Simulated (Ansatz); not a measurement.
Ti5Si:
```
Ti5Si
1.0
    2.52398     1.45722     4.43839
   -2.52398     1.45722     4.43839
    0.00000    -2.91444     4.43839
Ti Si
5 1
Cartesian
  0.00000   0.00000   2.01613
  0.00000   0.00000  11.29905
  0.52786   1.45722   4.43839
 -1.52592  -0.27147   4.43839
  0.99806  -1.18575   4.43839
  0.00000   0.00000   6.65759
```

Relaxed with PBE.

Q: Map the electron localisation function on the plane through (0.151, 0.151, 0.151) spanned by u = [1, 0, 0] and v = [-1, 1, 1] in lattice vectors, from PBE (plane waves, PAW; program Ansatz).

A: x is the fraction of u, y of v (the angle between them is 86°; rows are the nearest grid lines); atoms in the plane: Ti at (0.00, 0.00), Ti at (0.39, 0.70), Si at (0.70, 0.35).
```
| .+#+::=*+-......:--:..+#*. |
|+*##-.:+##+=::::-=++=:.-*##+|
|##*=:.-*##*+=---=+**+-..-*##|
|::..::----::::-=*####*=:...:|
|:::---::......:-+*#%#*+=::::|
|+*##+:.:+*##*+:.:=***+=---=+|
|-+**=::*#+::+#*-.:-=-::...:-|
|:=+*=::*#=  :##-..--::.....:|
|.-+*+::=##++#%*:..:::.......|
|:-+#*=::+##%%#=..:--:......:|
|=*#%%#+-........-=++=::..:-=|
|###**+==-::::-=*#%%%%#**+**#|
|#*+=-:::::--=+*#%%%%@@%%####|
|=::-===:...-+#%%#*++#%@@@%*=|
|:.-*####+:.:+%%#+--=-=#@@%+:|
|..-*####*:.:+%@%+-=*--*%@#=.|
|:.:=*##*=:.-*%@@%+---=*%%#=:|
|:..:==+=:::+#%@@@#+++*#%%#+:|
|-:::.:::=+*###%%@@@%%%%#*+=-|
|..:-+*#%%%#*+=-==**##*+-:...|
|...:=*%%%#*=-::::-+++=:.....|
|##*-:-+##+-:......:--..:=###|
|**#+::=**=:.......:-:..-#%#*|
| .+#+::=*+-......:--:..+#*. |
```
Scale: ten equal steps from -0.004 (start of ' ') to 0.818 (end of '@'), in the order ' .:-=+*#%@'; x runs from 0.000 to 1.00, y from 0.000 (bottom) to 1.00 (top).

The density is the valence pseudo-density with augmentation charge, so density and ELF within about 1 Å of a nucleus are not all-electron values.

Space group R32. The first step of the workflow began from a Materials Project structure, measured or hypothetical; the Crystallography Open Database copy checked does not list it. Whether it is the stable phase at ambient conditions was not checked. The cell was relaxed with PBE under the symmetry of its start; its stability against distortions is not shown here. The run is not spin-polarised.

Potentials: the later of the program's two PAW sets.
